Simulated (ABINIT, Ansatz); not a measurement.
Given: the input of a run of ABINIT 10.8.3 (patched build) on PtSe. The cell comes from a database or a generator and needn't be the stable form of this composition.

The input run.abi:

```
# Pseudopotentials
pp_dirpath "./"
pseudos "Pt.GGA_PBE-JTH.xml, Se.GGA_PBE-JTH.xml"

# Structure
structure "poscar:POSCAR"
natom 2

# Plane-wave basis
ecut 16.0
pawecutdg 32.0
pawxcdev 0

# k points
kptopt 1
ngkpt 8 8 8
nshiftk 1
shiftk 0.0 0.0 0.0

# Exchange and correlation
ixc 11

# Bands and occupations
nband 12
occopt 3
tsmear 0.05 eV

# SCF cycle
nstep 100
tolvrs 1.0e-9

# Output
iomode 3
prtwf 0
prteig 0
prtebands 0
enunit 2
prtden 1
prtvha 1
prtvclmb 1
prtpot 1
```

The input POSCAR:

```
PtSe
1.0
    0.0000000000      2.7984111300      2.7984111300
    2.7984111300      0.0000000000      2.7984111300
    2.7984111300      2.7984111300      0.0000000000
Pt Se
1 1
Direct
    0.5000000000      0.5000000000      0.5000000000  Pt
    0.0000000000      0.0000000000      0.0000000000  Se
```

Potentials or basis: JTH PAW PBE v2.0.

Command:

```console
$ abinit run.abi > log 2>&1
```

Task: What does the same run look like in Ansatz 0.2.0? Potentials or basis there: Ansatz PAW (earlier soft set), cutoff 420 eV.

Result: As run (cutoffs and basis follow the program's own potentials, and thresholds, step limits or extra output files can differ):

input.yaml

```yaml
crystal:
  lattice:
    - [0.0, 2.79841113, 2.79841113]
    - [2.79841113, 0.0, 2.79841113]
    - [2.79841113, 2.79841113, 0.0]
  atoms:
    - { symbol: Pt, position: [0.5, 0.5, 0.5] }
    - { symbol: Se, position: [0.0, 0.0, 0.0] }
hamiltonian:
  xc: pbe
  pseudopotentials: { kind: paw, azcp: { folder: soft_1 } }
kpoints:
  mp_grid: { grid: [8, 8, 8] }
scf:
  occupations: { method: fermi_dirac, width: 0.05 }
output:
  forces: true
  stress: true
  eigenvalues: true
  write_density: true
  write_potential: true
  elf: true
  volumetric_format: npy
```

Potentials or basis: Ansatz PAW soft_1.

Run with:

```bash
$ ansatz run input.yaml --threads 1 --pin off --max-ram 3584MiB --backend cpu --events-out ev --progress --plain --runs-dir out
```

Both were run:

|  | ABINIT | Ansatz |
| --- | --- | --- |
| Pressure | -14.4 GPa | -14.5 GPa |

Ansatz's pressure holds a Pulay term of +0.03 GPa for its cutoff of 420 eV, which the other run lacks.

The potentials hold 16 and 34 valence electrons a cell.

Where Ansatz's input types no cutoff or centring, it takes its own default and a Γ-centred mesh.

The cell lies far from this level's equilibrium.

Pressure is positive in compression.
